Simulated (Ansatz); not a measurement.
Data:

Tl₃VSe₄:
```cif
data_Se8Tl6V2
_chemical_formula_sum 'V2 Tl6 Se8'
_space_group_name_H-M_alt 'I-43m'
_space_group_IT_number 217
_space_group_name_Hall 'I -4 2 3'
_cell_length_a 7.66037
_cell_length_b 7.66037
_cell_length_c 7.66037
_cell_angle_alpha 90.000
_cell_angle_beta 90.000
_cell_angle_gamma 90.000
loop_
_atom_site_label
_atom_site_type_symbol
_atom_site_symmetry_multiplicity
_atom_site_Wyckoff_symbol
_atom_site_fract_x
_atom_site_fract_y
_atom_site_fract_z
_atom_site_occupancy
V1 V 2 a 0.00000 0.00000 0.00000 1
Tl1 Tl 6 b 0.00000 0.00000 0.50000 1
Se1 Se 8 c 0.32855 0.32855 0.32855 1
```
(The calculation used a cell of 8 atoms; values per cell refer to that cell.)

This is the PBEsol-relaxed structure.

Problem. All from PBEsol in the plane-wave PAW code Ansatz, unless another level is named. Estimate the band gap.

Solution. 1.52 eV (direct).

Problem. What about the hole effective mass?

Solution. 0.39, 1.0, 3.1 mₑ (principal values).

Problem. What about the gap with spin–orbit coupling?

Solution. 1.49 eV.

Problem. Predict the HSE06 gap on the PBEsol cell.

Solution. 2.25 eV.

Problem. What about the valence-band maximum?

Solution. at N.

The workflow started from a Materials Project entry (that database holds measured and hypothetical structures alike); the Crystallography Open Database copy checked does not list it. Its standing as an ambient phase is unchecked. The cell was relaxed with PBEsol under the symmetry of its start; its stability against distortions is not shown here. No spin polarisation was allowed. Spin–orbit coupling is left out wherever it is not named.

Potentials: the later of the program's two PAW sets.
